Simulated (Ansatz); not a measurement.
Clean, relaxed (101) surface of TiAl, space group P4/mmm (No. 123) (top face towards +c; atoms held fixed, by place in the list: 1, 2, 3, 4):

```yaml
crystal:
  lattice:
    - [2.79516, 0.00000, 0.00000]
    - [0.00000, 4.91165, 0.00000]
    - [0.00000, 0.00000, 23.89519]
  atoms:
    - { symbol: Ti, position: [0.00000, 0.32386, 0.35572] }
    - { symbol: Al, position: [0.50000, 0.82386, 0.35572] }
    - { symbol: Ti, position: [0.00000, 0.64772, 0.45191] }
    - { symbol: Al, position: [0.50000, 0.14772, 0.45191] }
    - { symbol: Ti, position: [0.00000, 0.97146, 0.54756] }
    - { symbol: Al, position: [0.50000, 0.47129, 0.54845] }
    - { symbol: Ti, position: [0.00000, 0.28469, 0.64114] }
    - { symbol: Al, position: [0.50000, 0.78279, 0.64670] }
```

Method: Ansatz, DFT PBEsol, scalar-relativistic, plane waves, PAW. Settings: cutoff 420 eV, Γ-centred mesh 10×6×1 on the computed 8-atom cell, Gaussian smearing of 0.10 eV; no spin polarisation. The cell repeats along c with a dipole correction in the vacuum.

The adsorption energy is E(slab + adsorbate) − E(slab) − E(free adsorbate, spin-polarised where open-shell). With the adsorbate the cell is lengthened along c to keep the vacuum.

Question: OH is put at the bridge (Ti-Ti) at (0.50, 0.28) site, one adsorbate per 13.7 Å². What structure does it relax to?

Answer: E_ads = -5.29 eV. Contacts: O–Al 1.99 Å, O–Ti 2.10 Å. Bonds within the adsorbate: O–H 0.97 Å.

```xyz
10
Lattice="2.7952 0.0000 0.0000 0.0000 4.9117 0.0000 0.0000 0.0000 26.7752" Properties=species:S:1:pos:R:3 pbc="T T T"
Ti    0.0000    1.5907    8.5000
Al    1.3976    4.0465    8.5000
Ti    0.0000    3.1814   10.7984
Al    1.3976    0.7256   10.7984
Ti    0.0003    4.7646   13.1069
Al    1.3979    2.3043   13.0904
Ti    0.0007    1.4667   15.3762
Al    1.3982    3.8329   15.3656
O     1.3984    0.4759   16.5997
H     1.3994    0.3089   17.5580
```

Each end is the local minimum or symmetric point that its start leads to. The slab is only 6.9 Å thick, so the energies aren't converged with thickness.

Spin polarisation was left out, and a magnetic state may lie lower.